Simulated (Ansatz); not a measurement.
## ZnCu (Pm-3m): the size of the finite step

```
CELL_PARAMETERS angstrom
2.90790 0.00000 0.00000
0.00000 2.90790 0.00000
0.00000 0.00000 2.90790
ATOMIC_POSITIONS crystal
Zn 0.50000 0.50000 0.50000
Cu 0.00000 0.00000 0.00000
```

Conventional cell: a = 2.908 Å, b = 2.908 Å, c = 2.908 Å, α = 90.00°, β = 90.00°, γ = 90.00°. Around Zn (atom 1) lie 8 Cu at 2.52 Å. Cu (atom 2) is surrounded by 8 Zn at 2.52 Å.

Level of theory, where no other is named: PBEsol, PAW on Ansatz 0.2.0's default frozen-core files (fitted under PBE), scalar-relativistic. k mesh 14×14×14, strains of ±0.003, Fermi-Dirac smearing of 0.050 eV, cutoff 420 eV. The cell was relaxed by PAW under this functional.

Elastic constants come from stresses at strains of ±0.003 (and twice that, four-point stencil): C11 = 182.7, C12 = 115.1, C44 = 108.1 GPa. What does an amplitude of 0.0002 give?

C11 = 181.9, C12 = 114.9, C44 = 107.7 GPa. Nothing moves by 1 %. Steps under 0.001 aren't safe in general, since the basis can change from cell to cell and the noise grows as 1/δ.

Keep in mind: frozen-core PAW files fitted under PBE, their cores solved anew for the functional of the run; responses of metals move with mesh and smearing.
